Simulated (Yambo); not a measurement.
G0W0@PBEsol for SnSe (space group Pnma, No. 62) in Yambo (1×4×2 mesh, 7 Ry block, plasmon pole, screening fixed), without a terminator:

```json
[
 {"bands N in G": "146", "gap (0, 0, -0.5) → Γ (eV)": "1.049", "shift of the valence edge (eV)": "-0.094"},
 {"bands N in G": "232", "gap (0, 0, -0.5) → Γ (eV)": "1.080", "shift of the valence edge (eV)": "-0.363"},
 {"bands N in G": "347", "gap (0, 0, -0.5) → Γ (eV)": "1.103", "shift of the valence edge (eV)": "-0.485"}
]
```

Extrapolate both columns to infinite N with E(N) = E∞ + A/N, test the form, and compare with the terminator.

From two points, E∞ = (N2 E2 − N1 E1)/(N2 − N1). The two largest N give 1.15 eV for the gap and -0.73 eV for the shift; the two smallest give 1.13 eV and -0.82 eV. For the gap the slopes A are -12 and -16 eV: the form isn't reached, and its limit is uncertain. For the shift the slopes A are 110 and 85 eV: the form isn't reached, and its limit is uncertain. With the Bruneval-Gonze terminator and 347 bands the run gives 1.12 eV and -0.58 eV, 0.03 eV and 0.16 eV from the extrapolated values: the terminator too is an estimate of the remainder. Block, mesh and the bands in W are held fixed.

The standard potentials for Se, Sn keep a d shell in the valence without the s and p states of that shell. In tests on such compounds this moved G0W0 gaps by up to about 0.9 eV, so absolute quasiparticle energies here are unreliable; differences between settings are what counts.

Spin-orbit coupling is not included.

Geometry relaxed with PBE+D3(BJ); primitive cell a = 11.5589 Å, b = 4.1903 Å, c = 4.3331 Å, α = β = γ = 90.00°.

A shift is the quasiparticle energy of the state minus its PBEsol energy.
